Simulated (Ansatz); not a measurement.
Input:

Ru (hcp, Mg type)

```xyz
2
Lattice="2.7220 0.0000 0.0000 -1.3610 2.3573 0.0000 0.0000 0.0000 4.2907" Properties=species:S:1:pos:R:3 pbc="T T T"
Ru     0.0000     1.5716     3.2181
Ru     1.3610     0.7858     1.0727
```

The volume is varied about the relaxed value V₀ at fixed cell shape. Symmetry pins the atoms to their sites.

All values below come from PBE (plane waves to 420 eV, PAW, scalar-relativistic; Ansatz, a program for electronic structure). k mesh 20×20×11 (Γ-centred), Fermi-Dirac smearing 0.05 eV. Energies are smeared free energies. Stress and pressure are positive under compression. With the shape held, the modulus is that of even scaling; a crystal free to change shape is softer. Ru is run without spin polarisation. Ru was relaxed with its symmetry unable to fall. The PAW data are Ansatz's earlier set. ΔE is measured from the relaxed starting cell.

The scan covers V/V₀ from 0.900 to 1.100 in 13 points.

Question: What is the fitted pressure derivative B₀′?

Answer: 4.9.

Question: What bulk modulus at fixed cell shape B₀ follows from a third-order Birch-Murnaghan fit?

Answer: 312 GPa.

(Under strain, the slope of the energy per volume gives the stress and its curvature an elastic modulus.)
